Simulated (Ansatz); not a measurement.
Relaxed-ion elastic tensor of BiTe (rock salt, Fm-3m) in GPa (Voigt order), PBEsol in the plane-wave PAW code Ansatz; density 8.55 g/cm³, 32.68 Å³ per atom.

|  | 1 | 2 | 3 | 4 | 5 | 6 |
|---|---|---|---|---|---|---|
| 1 | 118 | 22.6 | 22.6 | 0.0 | 0.0 | 0.0 |
| 2 | 22.6 | 118 | 22.6 | 0.0 | 0.0 | 0.0 |
| 3 | 22.6 | 22.6 | 118 | 0.0 | 0.0 | 0.0 |
| 4 | 0.0 | 0.0 | 0.0 | -1.7 | 0.0 | 0.0 |
| 5 | 0.0 | 0.0 | 0.0 | 0.0 | -1.7 | 0.0 |
| 6 | 0.0 | 0.0 | 0.0 | 0.0 | 0.0 | -1.7 |

Task: Is the crystal mechanically stable?

Result: On the edge, within the error: the smallest eigenvalue of C is -1.7 GPa.

The workflow started from a Materials Project entry (that database holds measured and hypothetical structures alike); the Crystallography Open Database files this formula in space group No. 225, but the cells were not matched. Its standing as an ambient phase is unchecked. The cell was relaxed with PBEsol under the symmetry of its start; of distortions, only those at the zone centre were tested. As this level gives no gap, shear constants depend on the k-mesh and smearing (Fermi–Dirac, 0.1 eV here). Scalar-relativistic: spin–orbit coupling is off unless named, which matters more the heavier the elements.

Potentials: the earlier of the program's two PAW sets.
